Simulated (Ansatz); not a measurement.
In PBE in the plane-wave PAW code Ansatz, SnC in the wurtzite structure (P6_3mc) relaxes to a = 3.592 Å, c = 5.880 Å. Sn has 4 nearest neighbours from 2.20 Å (tetrahedral); C has 4 nearest neighbours from 2.20 Å (tetrahedral). Against the elements it lies at 0.82 eV/atom, with no fitted shifts.

The Kohn–Sham gap is 0.80 eV (direct). The valence maximum lies at Γ and the conduction minimum at Γ. Gap from PBE with spin–orbit coupling: 0.78 eV. Electrons at the band edge weigh 0.073, 0.085, 0.085 mₑ (principal values).

An equation-of-state fit gives a bulk modulus of 123 GPa.

The start of the workflow was typed in or built on a structure type; neither database checked (COD, Materials Project) lists it. Whether it is the stable phase at ambient conditions was not checked. The cell was relaxed with PBE under the symmetry of its start; its stability against distortions is not shown here. Its formation energy is positive at this level, so the cell may be metastable or incomplete. The references are the lowest solids computed at this level, not always the standard phases. Scalar-relativistic: spin–orbit coupling is off unless named, which matters more the heavier the elements.

Potentials: the earlier of the program's two PAW sets.
